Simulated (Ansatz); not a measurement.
Input:

AlP:
```cif
data_AlP
_chemical_formula_sum 'Al1 P1'
_space_group_name_H-M_alt 'P 1'
_space_group_IT_number 1
_cell_length_a 3.09062
_cell_length_b 3.09062
_cell_length_c 3.09062
_cell_angle_alpha 90.000
_cell_angle_beta 90.000
_cell_angle_gamma 90.000
loop_
_space_group_symop_operation_xyz
  'x, y, z'
loop_
_atom_site_label
_atom_site_type_symbol
_atom_site_fract_x
_atom_site_fract_y
_atom_site_fract_z
_atom_site_occupancy
Al1 Al 0.00000 0.00000 0.00000 1
P1 P 0.50000 0.50000 0.50000 1
```

This is the PBEsol-relaxed structure.

**Question.** All from PBEsol in the plane-wave PAW code Ansatz, unless another level is named. Predict the electronic character.

**Answer.** metallic (no gap).

**Question.** And the formation energy from the elements (no fitted shifts)?

**Answer.** 4.6 kJ/mol of atoms.

**Question.** Next, the density of states at the Fermi level?

**Answer.** 0.49 states/eV per atom (mean over ±0.08 eV).

Space group Pm-3m (CsCl type). The start of the workflow was typed in or built on a structure type; neither database checked (COD, Materials Project) lists it. It is not the phase usual at ambient conditions (space group No. 216). The cell was relaxed with PBEsol under the symmetry of its start. At this level the phase is mechanically unstable. The volume moved by 16 % from the start of the relaxation. The references are the lowest solids computed at this level, not always the standard phases.

Potentials: the later of the program's two PAW sets.
